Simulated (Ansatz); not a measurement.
Here is the system:

In₂Se₃:
```
In2Se3
1.0
    3.91239     0.00000     0.00000
   -1.95620     3.38823     0.00000
    0.00000     0.00000     9.79805
In Se
2 3
Direct
  0.00000   0.00000   0.42651
  0.00000   0.00000   0.82511
  0.66667   0.33333   0.61593
  0.33333   0.66667   0.28674
  0.66667   0.33333   0.97071
```

This is the r²SCAN+D4-relaxed structure.

Q: All from r²SCAN+D4 in the plane-wave PAW code Ansatz, unless another level is named. Give the electron effective mass.

A: 0.41 mₑ (isotropic).

Q: What about the electron effective mass with spin–orbit coupling?

A: 0.42, 0.47, 0.47 mₑ (principal values).

Q: Give the formation energy from the elements (no fitted shifts).

A: -0.54 eV/atom.

Q: Give the HSE06 gap on the r²SCAN+D4 cell.

A: 0.87 eV.

Q: What about the band gap?

A: 0.52 eV (indirect).

Space group P3m1. The start of the workflow was typed in or built on a structure type; neither database checked (COD, Materials Project) lists it. COD files the formula under space group No. 160, 166, 169, 170. Whether it is the stable phase at ambient conditions was not checked. The cell was relaxed with r²SCAN+D4 under the symmetry of its start; whether a distortion lowers the energy is not shown. The references are the lowest solids computed at this level, not always the standard phases. Spin–orbit coupling is left out wherever it is not named.

Potentials: the earlier of the program's two PAW sets.
